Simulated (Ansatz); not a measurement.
ZnS:
```
ZnS
1.0
    3.80610     0.00000     0.00000
   -1.90305     3.29618     0.00000
    0.00000     0.00000     6.24474
Zn S
2 2
Direct
  0.66667   0.33333   0.99975
  0.33333   0.66667   0.49975
  0.66667   0.33333   0.62545
  0.33333   0.66667   0.12545
```

Relaxed with r²SCAN. Special points in fractions of this cell's reciprocal vectors: Γ (0.000, 0.000, 0.000); M (0.500, 0.000, 0.000); K (0.333, 0.333, 0.000); A (0.000, 0.000, 0.500); L (0.500, 0.000, 0.500); H (0.333, 0.333, 0.500).

### Question
List the band energies nearest the valence-band maximum at these points for DFT-r²SCAN in the program Ansatz with PAW potentials.

### Answer
In eV from the valence-band maximum; about four levels below and three above (degenerate sets whole), none deeper than 8.9 eV; points with the same levels are listed once.

```
k                        below                          above
-  ---------------------------  -----------------------------
Γ  -0.92 -0.92 -0.08 0.00 0.00            2.78 3.61 6.77 6.77
M      -3.36 -2.31 -1.73 -0.91                 4.04 4.76 5.44
K      -3.96 -2.38 -2.38 -2.15                 4.54 6.46 6.46
A      -0.48 -0.48 -0.48 -0.48  4.10 4.10 7.23 7.23 7.23 7.23
L      -1.68 -1.68 -1.66 -1.66            3.96 3.96 5.64 5.64
H      -3.13 -3.13 -1.40 -1.40            4.98 4.98 6.69 6.69
```

Space group P6_3mc (wurtzite). The r²SCAN relaxation kept the symmetry of its start.

Potentials: the later of the program's two PAW sets.
